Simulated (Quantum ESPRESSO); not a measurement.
## Nb3ZnMg2TaHf (input and log of a self-consistent run)

A calculation, not a measurement. The program is pw.x of Quantum ESPRESSO 7.5 (plane-wave density functional theory). The cell is made up: eight metal atoms on a face-centred cubic lattice, with elements, volume, strain and displacements drawn at random and not relaxed, so it may be unstable or far from any real phase. PseudoDojo standard norm-conserving files set the functional (PBE unless stated); there is no spin polarisation or spin-orbit coupling, the Fermi-Dirac width of 0.25 eV means electrons at about 2900 K, and the masses in the input are unused placeholders. Heavy elements are run without spin-orbit coupling, which real alloys of them have. A spin test at this wide smearing found no moment, but such smearing suppresses magnetism that the real alloy may have.

Input:

```
&control calculation='scf', pseudo_dir='./dojo.nc.sr.pbe.v0_5.standard.upf', outdir='./o', disk_io='minimal', tprnfor=.true., tstress=.true. /
&system ibrav=0, nat=8, ntyp=5, nbnd=66, ecutwfc=84.00895049, nosym=.true., tot_charge=0,
 occupations='smearing', smearing='fd', degauss=0.0183746611
/
&electrons conv_thr=1.470e-08, electron_maxstep=70, mixing_beta=0.5 /
ATOMIC_SPECIES
Hf 1.0 Hf.upf
Mg 1.0 Mg.upf
Nb 1.0 Nb.upf
Ta 1.0 Ta.upf
Zn 1.0 Zn.upf
CELL_PARAMETERS angstrom
0.0086 4.3539 -0.0071
-4.4233 -0.0015 -4.3943
-4.3393 -0.0157 4.3103
ATOMIC_POSITIONS angstrom
Nb 0.0382 0.0265 -0.037
Zn -2.2201 -0.0052 2.148
Mg -2.2466 0.0102 -2.162
Nb -4.3073 -0.0421 -0.0704
Ta -2.1903 2.2129 0.0306
Mg -4.3484 2.178 2.0589
Hf -4.4045 2.1732 -2.1934
Nb -6.5508 2.1219 -0.0419
K_POINTS automatic
5 4 4 1 1 1
```

The log is shortened where brackets say so; the opening notice, blank lines, dates and the lines on written files are dropped, and the path of the files is cut. It prints rydbergs, bohrs and kilobars, and counts compression as positive stress. Its total energy is the free energy E - TS of the whole cell.

```
     Program PWSCF v.7.5
     Parallel version (MPI & OpenMP), running on       4 processor cores
     Number of MPI processes:                 4
     Threads/MPI process:                     1
     [start-up lines left out]
     bravais-lattice index     =            0
     lattice parameter (alat)  =       8.2277  a.u.
     unit-cell volume          =    1120.4277 (a.u.)^3
     number of atoms/cell      =            8
     number of atomic types    =            5
     number of electrons       =       104.00
     number of Kohn-Sham states=           66
     kinetic-energy cutoff     =      84.0090  Ry
     charge density cutoff     =     336.0358  Ry
     scf convergence threshold =      1.5E-08
     mixing beta               =       0.5000
     number of iterations used =            8  plain     mixing
     Exchange-correlation= PBE
                           (   1   4   3   4   0   0   0)
     [axes and pseudopotential details left out]
   Cartesian axes
     site n.     atom                  positions (alat units)
         1        Nb     tau(   1) = (   0.0087737   0.0060865  -0.0084981  )
         2        Zn     tau(   2) = (  -0.5099090  -0.0011943   0.4933492  )
         3        Mg     tau(   3) = (  -0.5159955   0.0023427  -0.4965647  )
         4        Nb     tau(   4) = (  -0.9892937  -0.0096695  -0.0161694  )
         5        Ta     tau(   5) = (  -0.5030646   0.5082553   0.0070282  )
         6        Mg     tau(   6) = (  -0.9987335   0.5002395   0.4728848  )
         7        Hf     tau(   7) = (  -1.0116184   0.4991371  -0.5037766  )
         8        Nb     tau(   8) = (  -1.5045772   0.4873546  -0.0096235  )
     number of k points=    40  Fermi-Dirac smearing, width (Ry)=  0.0184
                       cart. coord. in units 2pi/alat
        k(    1) = (  -0.1244285   0.1002483   0.0013643), wk =   0.0500000
        k(    2) = (  -0.2498584   0.1007020   0.1276218), wk =   0.0500000
     [further k points left out]
     Dense  grid:   116485 G-vectors     FFT dimensions: (  50,  72,  72)
     Estimated max dynamical RAM per process >     352.93 MB
     Estimated total dynamical RAM >       1.30 GB
     Initial potential from superposition of free atoms
     starting charge     103.9885, renormalised to     104.0000
     Starting wfcs are   70 randomized atomic wfcs
     total cpu time spent up to now is        3.6 secs
     per-process dynamical memory:   261.9 Mb
     Self-consistent Calculation
     iteration #  1     ecut=    84.01 Ry     beta= 0.50
     Davidson diagonalization with overlap
     ethr =  1.00E-02,  avg # of iterations =  3.9
     total cpu time spent up to now is       10.6 secs
     total energy              =   -1271.70325244 Ry
     estimated scf accuracy    <       1.22919221 Ry
     iteration #  2     ecut=    84.01 Ry     beta= 0.50
     Davidson diagonalization with overlap
     ethr =  1.18E-03,  avg # of iterations =  5.6
     total cpu time spent up to now is       18.7 secs
     total energy              =   -1271.14655510 Ry
     estimated scf accuracy    <      11.77271406 Ry
     iteration #  3     ecut=    84.01 Ry     beta= 0.50
     Davidson diagonalization with overlap
     ethr =  1.18E-03,  avg # of iterations =  4.4
     total cpu time spent up to now is       25.6 secs
     total energy              =   -1272.09663176 Ry
     estimated scf accuracy    <       2.40705795 Ry
     iteration #  4     ecut=    84.01 Ry     beta= 0.50
     Davidson diagonalization with overlap
     ethr =  1.18E-03,  avg # of iterations =  2.0
     total cpu time spent up to now is       31.1 secs
     total energy              =   -1272.26584996 Ry
     estimated scf accuracy    <       0.20409580 Ry
     iteration #  5     ecut=    84.01 Ry     beta= 0.50
     Davidson diagonalization with overlap
     ethr =  1.96E-04,  avg # of iterations =  5.2
     total cpu time spent up to now is       37.9 secs
     total energy              =   -1272.27088096 Ry
     estimated scf accuracy    <       0.27499542 Ry
     [iterations 6 to 12 left out]
     iteration # 13     ecut=    84.01 Ry     beta= 0.50
     Davidson diagonalization with overlap
     ethr =  4.92E-10,  avg # of iterations =  2.0
     total cpu time spent up to now is       86.3 secs
     total energy              =   -1272.30067855 Ry
     estimated scf accuracy    <       0.00000050 Ry
     iteration # 14     ecut=    84.01 Ry     beta= 0.50
     Davidson diagonalization with overlap
     ethr =  4.78E-10,  avg # of iterations =  1.7
     total cpu time spent up to now is       91.7 secs
     total energy              =   -1272.30067860 Ry
     estimated scf accuracy    <       0.00000021 Ry
     iteration # 15     ecut=    84.01 Ry     beta= 0.50
     Davidson diagonalization with overlap
     ethr =  2.04E-10,  avg # of iterations =  1.1
     total cpu time spent up to now is       96.8 secs
     total energy              =   -1272.30067861 Ry
     estimated scf accuracy    <       0.00000005 Ry
     iteration # 16     ecut=    84.01 Ry     beta= 0.50
     Davidson diagonalization with overlap
     ethr =  4.40E-11,  avg # of iterations =  2.0
     total cpu time spent up to now is      102.5 secs
     total energy              =   -1272.30067861 Ry
     estimated scf accuracy    <       0.00000005 Ry
     iteration # 17     ecut=    84.01 Ry     beta= 0.50
     Davidson diagonalization with overlap
     ethr =  4.40E-11,  avg # of iterations =  1.0
     total cpu time spent up to now is      107.4 secs
     End of self-consistent calculation
     [lines on levels left out]
!    total energy              =   -1272.30067862 Ry
     estimated scf accuracy    <          1.4E-09 Ry
     smearing contrib. (-TS)   =      -0.12243557 Ry
     internal energy E=F+TS    =   -1272.17824305 Ry
     The total energy is F=E-TS. E is the sum of the following terms:
     one-electron contribution =    -639.81423155 Ry
     hartree contribution      =     344.70847788 Ry
     xc contribution           =    -212.42310606 Ry
     ewald contribution        =    -764.64938332 Ry
     convergence has been achieved in  17 iterations
     Forces acting on atoms (cartesian axes, Ry/au):
     atom    1 type  3   force =    -0.01107340   -0.00492175    0.02528940
     atom    2 type  5   force =     0.01042734    0.00034334   -0.00050646
     atom    3 type  2   force =     0.01520266   -0.00247879   -0.00808205
     atom    4 type  3   force =    -0.00815103    0.00952857    0.00749119
     atom    5 type  4   force =     0.01103764   -0.00627683   -0.00760341
     atom    6 type  2   force =     0.00343346   -0.00260727    0.01818037
     atom    7 type  1   force =    -0.01100836   -0.00031742   -0.00989845
     atom    8 type  3   force =    -0.00986831    0.00673015   -0.02487058
     Total force =     0.054407     Total SCF correction =     0.000113
     Computing stress (Cartesian axis) and pressure
          total   stress  (Ry/bohr**3)                   (kbar)     P=      -96.63
  -0.00077617  -0.00001484  -0.00007961         -114.18       -2.18      -11.71
  -0.00001484  -0.00078404   0.00000065           -2.18     -115.34        0.10
  -0.00007961   0.00000065  -0.00041048          -11.71        0.10      -60.38
     init_run     :      3.38s CPU      3.50s WALL (       1 calls)
     electrons    :    103.64s CPU    103.88s WALL (       1 calls)
     forces       :      1.09s CPU      1.10s WALL (       1 calls)
     stress       :      3.78s CPU      3.86s WALL (       1 calls)
     [timing details left out]
     PWSCF        :   1m52.00s CPU   1m52.46s WALL
     JOB DONE.
```

In other units: free energy -17310.533 eV for the cell, pressure -9.66 GPa, largest force component 0.650 eV/Å in size. The run took 114 s of wall time with four MPI processes on a shared machine (AMD EPYC, Zen 5, virtual cores), so the time is rough. A rerun of this cell at a higher cutoff and on a denser mesh moved values by no more than 0.005 eV in energy, 0.02 GPa in stress and 0.007 eV/Å in force, and a second program with other atomic files agreed on that cell to 2 % rms in force and 0.5 GPa in pressure.